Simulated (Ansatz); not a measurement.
Space group P6_3/mmc (No. 194). a = 5.010 Å, b = 5.010 Å, c = 4.041 Å, α = 90.00°, β = 90.00°, γ = 120.00°
```
atom site symmetry x y z
  Al    2d      -6m2  0.6667  0.3333  0.2500
  Ni    6h mm2  0.3287  0.1643  0.7500
```

Equation of state of this AlNi$_{3}$ structure (not necessarily the ground state), with shape and atoms relaxed at each volume where symmetry leaves them free. It has no gap at any of these volumes. Method: DFT r2SCAN, scalar-relativistic, plane waves, PAW in Ansatz 0.2.0.

Cutoff 500 eV; k points 12×12×10 on the computed 8-atom cell (Γ-centred); Gaussian smearing, width 0.10 eV; collinear spin.

| V (Å³/atom) | E − E(largest V) (meV/atom) | P (GPa) |
| --- | --- | --- |
| 9.992 | 44.11 | 23.49 |
| 10.321 | 5.51 | 14.31 |
| 10.650 | -15.71 | 6.56 |
| 10.980 | -22.24 | 0.00 |
| 11.309 | -16.35 | -5.54 |
| 11.639 | 0.00 | -10.22 |

Q: Fit a third-order Birch–Murnaghan equation to E(V).

A: V0 = 10.98 Å³/atom, B0 = 201 GPa, B0' = 4.6.

The state reached may not be the lowest one.